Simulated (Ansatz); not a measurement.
Ta:
```
CELL_PARAMETERS angstrom
      2.86885     0.00000     0.00000
     -1.43443     2.48450     0.00000
      0.00000     0.00000     5.08265
ATOMIC_POSITIONS crystal
  Ta 0.33333 0.66667 0.75000
  Ta 0.66667 0.33333 0.25000
```

Relaxed with PBEsol. Special points in fractions of this cell's reciprocal vectors: Γ (0.000, 0.000, 0.000); M (0.500, 0.000, 0.000); K (0.333, 0.333, 0.000); A (0.000, 0.000, 0.500); L (0.500, 0.000, 0.500); H (0.333, 0.333, 0.500).

### Question
List the band energies nearest the Fermi level at these points for PBEsol in the plane-wave PAW code Ansatz.

### Answer
In eV from the Fermi level; about four levels below and three above (degenerate sets whole), none deeper than 8.9 eV; points with the same levels are listed once.

```
k                          below                above
-  -----------------------------  -------------------
Γ              -8.31 -5.01 -0.55       0.06 0.58 0.58
M        -4.00 -3.49 -0.40 -0.35       0.56 0.81 5.82
K  -1.97 -1.97 -1.66 -0.57 -0.57       1.15 4.24 4.24
A        -6.41 -6.41 -1.18 -1.18  0.63 0.63 0.63 0.63
L        -4.48 -4.48 -2.39 -2.39  1.63 1.63 2.66 2.66
H        -2.03 -2.03 -0.57 -0.57  1.59 1.59 5.42 5.42
```

Space group P6_3/mmc (hcp (Mg type)). The start of the workflow was typed in or built on a structure type; the Crystallography Open Database copy checked does not list it. It is not the phase usual at ambient conditions (space group No. 229). Symmetry was held in the PBEsol relaxation. At this level the phase is dynamically unstable (imaginary phonons). The run is not spin-polarised. Scalar-relativistic: spin–orbit coupling is off unless named, which matters more the heavier the elements.

Potentials: the later of the program's two PAW sets.
